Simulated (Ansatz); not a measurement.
One crystal and one scan (energy against volume) at two levels, PBE (plane waves to 420 eV, PAW, scalar-relativistic; Ansatz, a first-principles code) and r2SCAN (plane waves to 500 eV, PAW, scalar-relativistic; Ansatz), each from its own relaxed cell and on its own mesh. The cell shown is that of PBE.

TiO2 (anatase)

```yaml
crystal:
  lattice:
    - [-1.89940, 1.89940, 4.85040]
    - [1.89940, -1.89940, 4.85040]
    - [1.89940, 1.89940, -4.85040]
  atoms:
    - { symbol: Ti, position: [0.50000, 0.50000, 0.00000] }
    - { symbol: Ti, position: [0.25000, 0.75000, 0.50000] }
    - { symbol: O, position: [0.29355, 0.29355, 0.00000] }
    - { symbol: O, position: [0.04355, 0.54355, 0.50000] }
    - { symbol: O, position: [0.45645, 0.95645, 0.50000] }
    - { symbol: O, position: [0.70645, 0.70645, 0.00000] }
```

This relaxed cell (volume V₀) is scaled evenly in all directions, its shape held. The atoms relax within the cell's symmetry.

E stands for the smeared free energy. TiO2 is run without spin polarisation. TiO2 was relaxed with its symmetry unable to fall. With the shape held, the modulus is that of even scaling; a crystal free to change shape is softer. Both scans cover V/V₀ from 0.900 to 1.100.

ΔE (meV/atom), each from the relaxed starting cell of its own level:

```json
[
 {"V/V₀": "0.900", "PBE": "83.0", "r2SCAN": "89.2"},
 {"V/V₀": "0.920", "PBE": "51.1", "r2SCAN": "54.9"},
 {"V/V₀": "0.940", "PBE": "27.6", "r2SCAN": "withheld"},
 {"V/V₀": "0.960", "PBE": "11.8", "r2SCAN": "12.7"},
 {"V/V₀": "0.980", "PBE": "2.8", "r2SCAN": "3.1"},
 {"V/V₀": "1.000", "PBE": "0.0", "r2SCAN": "0.0"},
 {"V/V₀": "1.020", "PBE": "2.6", "r2SCAN": "2.8"},
 {"V/V₀": "1.040", "PBE": "10.2", "r2SCAN": "11.0"},
 {"V/V₀": "1.060", "PBE": "22.1", "r2SCAN": "23.9"},
 {"V/V₀": "1.080", "PBE": "38.0", "r2SCAN": "41.0"},
 {"V/V₀": "1.100", "PBE": "57.4", "r2SCAN": "61.9"}
]
```

Problem. Estimate the r2SCAN value at 0.940 from the PBE value there and the ratio of the two levels in the two nearest given rows on that side of the minimum.

Solution. At 0.920 and 0.960 the ratio r2SCAN/PBE averages 1.075, which gives 1.075 × 27.6 = 29.7 meV/atom. The calculation gives 29.7 meV/atom, +7.6 % against PBE.

(Under strain, the slope of the energy per volume gives the stress and its curvature an elastic modulus.)
